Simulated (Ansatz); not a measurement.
## WS2 as a free-standing sheet: computed properties

WS₂:
```xyz
3
Lattice="3.1724 0.0000 0.0000 -1.5862 2.7473 0.0000 0.0000 0.0000 33.0000" Properties=species:S:1:pos:R:3 pbc="T T F"
S      0.0000     0.0000    14.9392
S      0.0000     0.0000    18.0608
W      1.5862     0.9158    16.5000
```
The layer is periodic in x and y and isolated along z.

Method: r²SCAN+D4 in the plane-wave PAW code Ansatz. Lattice and atoms are relaxed at this level; other levels are named.

### Structure

- In-plane lattice = a = 3.172 Å
- Distance between the outermost nuclei = 3.12 Å
- Exfoliation energy from the relaxed bulk parent = 20 meV/Å²

### Electronic structure

- Band gap: 1.96 eV (direct)
- Valence-band maximum: at K
- Conduction-band minimum: at K
- Ionisation potential (Kohn–Sham): 5.93 eV
- Electron affinity (Kohn–Sham): 3.97 eV
- Electron effective mass, in the valley at K: 0.29 mₑ
- Hole effective mass, in the valley at K: 0.39 mₑ
- Electron effective mass with spin–orbit coupling, in the valley at K: 0.34 mₑ
- Hole effective mass with spin–orbit coupling, in the valley at K: 0.33 mₑ
- Gap with spin–orbit coupling: 1.70 eV
- HSE06 gap on the r²SCAN+D4 cell: 2.32 eV
- HSE06 gap with spin–orbit coupling on the r²SCAN+D4 cell: 2.03 eV
- HSE06 ionisation potential: 6.13 eV

### Charges

* **Bader charges**: S -0.73, W +1.46 e

Space group P-6m2 (1H). A layer that has been made, often on a substrate. The r²SCAN+D4 relaxation kept the symmetry of its start; whether a distortion lowers the energy is not shown. The run is not spin-polarised. Scalar-relativistic: spin–orbit coupling is off unless named, which matters more the heavier the elements.

Potentials: the later of the program's two PAW sets.
